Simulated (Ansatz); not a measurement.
Cu Kα1 powder pattern (kinematic, no thermal factors).
2θ (°) (relative intensity): 17.95 (4), 25.75 (100), 26.15 (7), 27.06 (58), 27.31 (2), 29.15 (67), 31.57 (2), 34.45 (5), 37.70 (35), 41.27 (6), 45.40 (84), 46.37 (2), 49.13 (85), 49.20 (2), 52.93 (13), 53.15 (1), 53.66 (50), 54.87 (11), 58.21 (1), 60.44 (9), 63.01 (2), 67.25 (1), 69.12 (30), 72.24 (10), 73.88 (9), 77.51 (20), 78.73 (8), 81.03 (2), 83.89 (14), 86.64 (32), 89.17 (2)

The pattern is computed from a structure relaxed with DFT PBE, scalar-relativistic, plane waves, PAW (Ansatz). No spin polarisation. Its elements are As, Ga, P.

**Question.** Give the structure.

**Answer.** Ga3As2P.
Space group P6_3mc (No. 186). a = 3.992 Å, b = 3.992 Å, c = 19.752 Å, α = 90.00°, β = 90.00°, γ = 120.00°
| atom | site | symmetry | x | y | z |
| --- | --- | --- | --- | --- | --- |
| Ga | 2b | 3m. | 0.6667 | 0.3333 | 0.1667 |
| Ga | 2b | 3m. | 0.6667 | 0.3333 | 0.4967 |
| Ga | 2b | 3m. | 0.6667 | 0.3333 | 0.8367 |
| P | 2b | 3m. | 0.6667 | 0.3333 | 0.9581 |
| As | 2b | 3m. | 0.6667 | 0.3333 | 0.2927 |
| As | 2b | 3m. | 0.6667 | 0.3333 | 0.6230 |

A pattern alone doesn't exclude other cells with like lines; this is the one computed.

Another cell of Ga3As2P relaxed alike, in I-4m2, lies 13 meV/atom lower, so this cell isn't the stable form at this level.

The cell was found from a structure generator's guess, not taken from experiment.
